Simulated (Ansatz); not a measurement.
Relaxed-ion elastic tensor of ZrN (rock salt, Fm-3m) in GPa (Voigt order), PBEsol in the plane-wave PAW code Ansatz; density 7.41 g/cm³, 11.80 Å³ per atom.

|  | 1 | 2 | 3 | 4 | 5 | 6 |
|---|---|---|---|---|---|---|
| 1 | 583 | 112 | 112 | 0.0 | 0.0 | 0.0 |
| 2 | 112 | 583 | 112 | 0.0 | 0.0 | 0.0 |
| 3 | 112 | 112 | 583 | 0.0 | 0.0 | 0.0 |
| 4 | 0.0 | 0.0 | 0.0 | 125 | 0.0 | 0.0 |
| 5 | 0.0 | 0.0 | 0.0 | 0.0 | 125 | 0.0 |
| 6 | 0.0 | 0.0 | 0.0 | 0.0 | 0.0 | 125 |

Q: Is the crystal mechanically stable?

A: Yes: the smallest eigenvalue of C is 125 GPa.

Q: Work out the Voigt, Reuss and Hill averages.

A: K_V = 269, K_R = 269, K_H = 269; G_V = 169, G_R = 154, G_H = 162 GPa.

Q: Give Young's modulus, Poisson's ratio, Pugh's ratio and the universal anisotropy index.

A: E = 9KG/(3K + G) = 404 GPa; ν = 0.25; K/G = 1.66 (near the Pugh limit of 1.75, no verdict); A_U = 5G_V/G_R + K_V/K_R − 6 = 0.50.

Q: Estimate the sound speeds and the Debye temperature.

A: v_l = √((K + 4G/3)/ρ) = 8080 m/s, v_t = √(G/ρ) = 4670 m/s, mean 5180 m/s; Θ = (h/k)(3n/4πV)^(1/3) v_m = 678 K.

Q: Give the Zener ratio and Young's modulus along [100], [110] and [111].

A: A = 2C44/(C11 − C12) = 0.53; 1/E = S11 − 2(S11 − S12 − S44/2)Γ with Γ = 0, 1/4, 1/3 gives 547, 361, 325 GPa.

Q: Solve the Christoffel equation for the three sound speeds along [100], [110], [111].

A: Eigenvalues of C_ijkl n_j n_l equal ρv². In km/s, slowest first: [100] 4.11, 4.11, 8.87; [110] 4.11, 5.64, 7.98; [111] 5.18, 5.18, 7.67.

The cell was relaxed with PBEsol under the symmetry of its start. No spin polarisation was allowed. With an odd number of electrons in the cell and no spin polarisation, the count alone makes it a metal. As this level gives no gap, shear constants depend on the k-mesh and smearing (Fermi–Dirac, 0.1 eV here).

Potentials: the earlier of the program's two PAW sets. The files were generated under PBE; for other functionals the program regenerates the frozen cores, and for LDA and PBEsol the local potential too.
